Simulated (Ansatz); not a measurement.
ZrMo:
```xyz
2
Lattice="3.3410 0.0000 0.0000 0.0000 3.3410 0.0000 0.0000 0.0000 3.3410" Properties=species:S:1:pos:R:3 pbc="T T T"
Mo     0.0000     0.0000     0.0000
Zr     1.6705     1.6705     1.6705
```

Relaxed with PBE. Special points in fractions of this cell's reciprocal vectors: Γ (0.000, 0.000, 0.000); X (0.000, 0.500, 0.000); M (0.500, 0.500, 0.000); R (0.500, 0.500, 0.500).

**Question.** List the band energies nearest the Fermi level at these points for PBE with spin–orbit coupling (plane waves, PAW; program Ansatz).

**Answer.** In eV from the Fermi level; about four levels below and three above (degenerate sets whole), none deeper than 8.9 eV; points with the same levels are listed once.

```csv
k,below,above
Γ,-3.47 -3.47 -3.47 -3.47,0.23 0.23 0.23 0.23
X,-1.50 -1.50 -0.20 -0.20,0.22 0.22 0.35 0.35
M,-1.54 -1.54 -1.51 -1.51,2.32 2.32 2.32 2.32
R,-0.69 -0.69 -0.69 -0.69,2.69 2.69 2.69 2.69
```

Space group Pm-3m (CsCl type). The start of the workflow was typed in or built on a structure type; neither database checked (COD, Materials Project) lists it. Whether it is the stable phase at ambient conditions was not checked. Symmetry was held in the PBE relaxation; its stability against distortions is not shown here. The run is not spin-polarised.

Potentials: the later of the program's two PAW sets.
